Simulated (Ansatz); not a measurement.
A plane-wave DFT run in Ansatz 0.2.0 (scalar-relativistic PAW potentials unless the input names others): input and command.

```yaml
crystal:
  lattice:
    - [2.224168, 2.245846, 4.890397]
    - [-2.191882, -2.205841, 4.854252]
    - [6.826274, -4.635813, 2.440374]
  atoms:
    - { symbol: F, position: [0.9257721365, 0.0089512816, 0.6298194401] }
    - { symbol: F, position: [0.762089284, 0.3187102484, 0.8405129008] }
    - { symbol: F, position: [0.9139605545, 0.7829457612, 0.9082514146] }
    - { symbol: F, position: [0.396987923, 0.7452247163, 0.9265778346] }
    - { symbol: F, position: [0.1569667079, 0.9937778475, 0.228263409] }
    - { symbol: F, position: [0.7672513937, 0.2954852618, 0.4174629517] }
    - { symbol: F, position: [0.5612513976, 0.6083801946, 0.1975632558] }
    - { symbol: F, position: [0.3786644558, 0.5504745384, 0.6663170053] }
    - { symbol: F, position: [0.4282707187, 0.1596253049, 0.9380285801] }
    - { symbol: F, position: [0.9654529782, 0.29480769, 0.0423994292] }
    - { symbol: Ti, position: [0.6356262079, 0.8998191393, 0.7614889397] }
    - { symbol: Ti, position: [0.0057526139, 0.8962608047, 0.0774002903] }
    - { symbol: Zr, position: [0.3638391675, 0.4332815989, 0.4250841356] }
    - { symbol: Mo, position: [0.3381481784, 0.9699994181, 0.5907910047] }
    - { symbol: Mo, position: [0.1172894506, 0.364987708, 0.7511987816] }
    - { symbol: Mo, position: [0.5346352213, 0.9568859324, 0.2712900968] }
    - { symbol: Mo, position: [0.8742153362, 0.8763280615, 0.4222598052] }
    - { symbol: Mo, position: [0.8453246187, 0.4895745728, 0.5804956594] }
    - { symbol: Mo, position: [0.4720470071, 0.3624955056, 0.0957760308] }
    - { symbol: Mo, position: [0.0238114665, 0.474900768, 0.2348077691] }
basis:
  ecutwfc: 420
kpoints:
  mp_grid: { grid: [6, 6, 4] }
hamiltonian:
  xc: pbe
scf:
  occupations: { method: tetrahedron }
output:
  forces: true
  eigenvalues: true
  stress: true
```

```bash
ansatz run input.yaml --threads 4 --pin off --max-ram 9216MiB --backend cpu --events-out ev --progress --plain --runs-dir out
```

Abridged log:
```
Warning: output.forces, output.stress, relax.cell or npt_langevin: where a Kohn–Sham band that disperses or a degenerate level is filled in part under the method tetrahedron, the forces or the stress that this run publishes need not agree with its energy (scf.occupations.method in the input reference, under Limitations); prefer a smearing scheme for the forces or the stress
band count auto-derived: 124 (N_el = 204.0; filled up to band 102; 123 by the electrons, moments and atoms)
Pseudopotentials: kind: paw
Pseudopotential: F, paw, valence charge 7, recommended cutoff 420 eV (normal)
Pseudopotential: Ti, paw, valence charge 12, recommended cutoff 420 eV (normal)
Pseudopotential: Zr, paw, valence charge 12, recommended cutoff 420 eV (normal)
Pseudopotential: Mo, paw, valence charge 14, recommended cutoff 420 eV (normal)
Functional definition: PBE
Crystal: 20 atoms, lattice volume = 247.841 Å³
Basis set: ecut = 420 eV, 4865 PW (Γ), exchange–correlation on 80×80×120 points (8 copies of the dense FFT grid, shifted against one another)
Bands: 124, of which v1, the nominal top of the filled ones, is band 102 counted from 1 (101 counted from 0)
Symmetry: 1 space group operations
Space group: P1 (ITA 1), of the structure as read, at distance tolerance 6.3e-5 Å
k-points: 76 of 144 (time reversal used)
Initial density: superposition of atomic densities (neutral atoms: chi_scale 0, normalization atom), corrected by the library's trained network
Initial wavefunctions: pseudopotential atomic-orbital guess
Functional: x = pbe(κ = 0.804, μ = 0.21951497), c = pbe(β = 0.06672455)
SCF iter   1: F=—  HF=-51958.684498 eV  |F-HF|=—  |Δ(HF+E_count)|=         —  Δρ=1.50e-2  dr2=7.69e-1  ethr=1.77e-3  ⟨swp⟩=6.0  Hψ=31331  notcnv=0  defer=849
SCF iter   2: F=—  HF=-51958.620038 eV  |F-HF|=—  |Δ(HF+E_count)|=   6.45e-2  Δρ=9.26e-3  dr2=2.87e-1  ethr=3.77e-4  ⟨swp⟩=2.0  Hψ=11333  notcnv=0  defer=1169
SCF iter   3: F=—  HF=-51958.601869 eV  |F-HF|=—  |Δ(HF+E_count)|=   1.82e-2  Δρ=5.40e-3  dr2=9.42e-2  ethr=1.41e-4  ⟨swp⟩=2.7  Hψ=10395  notcnv=0  defer=1169
SCF iter   4: F=—  HF=-51958.597095 eV  |F-HF|=—  |Δ(HF+E_count)|=   4.77e-3  Δρ=3.37e-3  dr2=5.52e-2  ethr=4.62e-5  ⟨swp⟩=2.6  Hψ=10443  notcnv=0  defer=1169
SCF iter   5: F=—  HF=-51958.592314 eV  |F-HF|=—  |Δ(HF+E_count)|=   4.78e-3  Δρ=9.46e-4  dr2=4.54e-3  ethr=2.71e-5  ⟨swp⟩=2.1  Hψ=10465  notcnv=0  defer=1167
SCF iter   6: F=—  HF=-51958.592256 eV  |F-HF|=—  |Δ(HF+E_count)|=   5.77e-5  Δρ=7.70e-4  dr2=2.80e-3  ethr=2.22e-6  ⟨swp⟩=2.3  Hψ=10500  notcnv=0  defer=1166
SCF iter   7: F=—  HF=-51958.592141 eV  |F-HF|=—  |Δ(HF+E_count)|=   1.15e-4  Δρ=2.69e-4  dr2=3.37e-4  ethr=1.37e-6  ⟨swp⟩=2.4  Hψ=10453  notcnv=0  defer=1169
SCF iter   8: F=—  HF=-51958.592133 eV  |F-HF|=—  |Δ(HF+E_count)|=   7.72e-6  Δρ=1.48e-4  dr2=1.47e-4  ethr=1.65e-7  ⟨swp⟩=2.4  Hψ=10406  notcnv=0  defer=1169
SCF iter   9: F=—  HF=-51958.592136 eV  |F-HF|=—  |Δ(HF+E_count)|=   2.96e-6  Δρ=7.18e-5  dr2=3.22e-5  ethr=7.22e-8  ⟨swp⟩=2.2  Hψ=10449  notcnv=0  defer=1168
SCF iter  10: F=—  HF=-51958.592240 eV  |F-HF|=—  |Δ(HF+E_count)|=   1.03e-4  Δρ=5.43e-5  dr2=1.73e-5  ethr=1.58e-8  ⟨swp⟩=2.1  Hψ=13509  notcnv=0  defer=1168
SCF iter  11: F=—  HF=-51958.592239 eV  |F-HF|=—  |Δ(HF+E_count)|=   6.08e-7  Δρ=2.73e-5  dr2=4.77e-6  ethr=8.47e-9  ⟨swp⟩=2.0  Hψ=10432  notcnv=0  defer=1168
SCF iter  12: F=—  HF=-51958.592238 eV  |F-HF|=—  |Δ(HF+E_count)|=   5.05e-7  Δρ=1.43e-5  dr2=1.55e-6  ethr=2.34e-9  ⟨swp⟩=2.0  Hψ=10432  notcnv=0  defer=1168
SCF iter  13: F=—  HF=-51958.592238 eV  |F-HF|=—  |Δ(HF+E_count)|=   1.38e-7  Δρ=7.69e-6  dr2=3.39e-7  ethr=7.60e-10  ⟨swp⟩=2.0  Hψ=11381  notcnv=0  defer=1168
SCF iter  14: F=—  HF=-51958.592239 eV  |F-HF|=—  |Δ(HF+E_count)|=   4.14e-7  Δρ=6.69e-6  dr2=2.48e-7  ethr=1.66e-10  ⟨swp⟩=2.7  Hψ=12656  notcnv=0  defer=1168
SCF iter  15: F=-51958.592238 eV  HF=-51958.592238 eV  |F-HF|=4.85e-8  |Δ(HF+E_count)|=   2.80e-7  Δρ=3.35e-6  dr2=6.61e-8  ethr=4.90e-11  ⟨swp⟩=5.2  Hψ=33283  notcnv=0
SCF 1 converged in 15 iterations: F = -51958.592238 eV  dr2 = 6.61e-8
SCF converged after 15 iterations
Stability not checked: this state was not tested for a lower state beside it, because cold or Methfessel-Paxton smearing, or corrected tetrahedra, fill the levels in a way that the test cannot read (fill_not_monotonic; see scf.lower_state_search)
Free energy (F): -51958.592238 eV
Harris-Foulkes:  -51958.592238 eV  (|F-HF|=4.85e-8)
Internal energy: -51958.592238 eV  (E = F + TS)
E sigma→0 (E₀):  -51958.592238 eV
Fermi energy:    15.117423 eV
--- Forces (eV/Å), atoms counted from 1 ---
  atom   1  F      0.00988115     0.00077193     0.00952525
  atom   2  F     -0.00377099    -0.03140480    -0.08394408
  atom   3  F      0.00116682     0.00359480    -0.01283987
  atom   4  F     -0.01256767    -0.00866011     0.01207517
  atom   5  F      0.00916491     0.03166468    -0.00208046
  atom   6  F     -0.02954765    -0.01240220    -0.00520669
  atom   7  F      0.03644279    -0.03463688    -0.01216095
  atom   8  F     -0.01640357     0.01523806     0.03627646
  atom   9  F     -0.01789834     0.02786948     0.02170186
  atom  10  F     -0.01977178     0.01821025     0.04380544
  atom  11  Ti     0.00283826     0.04447641    -0.01918217
  atom  12  Ti     0.02881230    -0.02683100    -0.05629964
  atom  13  Zr    -0.02037150     0.06419548     0.04260244
  atom  14  Mo     0.04328421    -0.03600837    -0.03734205
  atom  15  Mo    -0.01015193    -0.01075675    -0.02551234
  atom  16  Mo    -0.02323017     0.02849606     0.06907223
  atom  17  Mo    -0.02318869    -0.04581070     0.01874150
  atom  18  Mo     0.01584649    -0.03121635     0.00405393
  atom  19  Mo     0.02695590    -0.04904176    -0.05450272
  atom  20  Mo     0.00232507     0.05243980     0.05139406
--- Stress (GPa, compression-positive) ---
       11.824830      -1.417302       0.440129
       -1.417303      12.654541       0.585729
        0.440128       0.585729      21.474543
  P = ⅓ Tr σ = 15.3180 GPa (153.180 kbar)
```

Apart from outputs and empty bands, the input differs from a reference run on usual settings in scf.occupations.width: 0.1 → not typed; scf.occupations.method: "gaussian" → "tetrahedron". The reference, at the same geometry (not necessarily relaxed), gave pressure 15.33 GPa, largest force 0.128 eV/Å, no gap on the mesh. This run converged in 15 SCF iterations (reference: 10) with an energy at zero smearing 0.07 meV/atom above the reference's, pressure 15.32 GPa, largest force 0.090 eV/Å, no gap on the mesh.

Time: 53 s on 4 threads of Intel(R) Xeon(R) 6975P-C (Granite Rapids), with other jobs on the host, peak memory 2 GiB.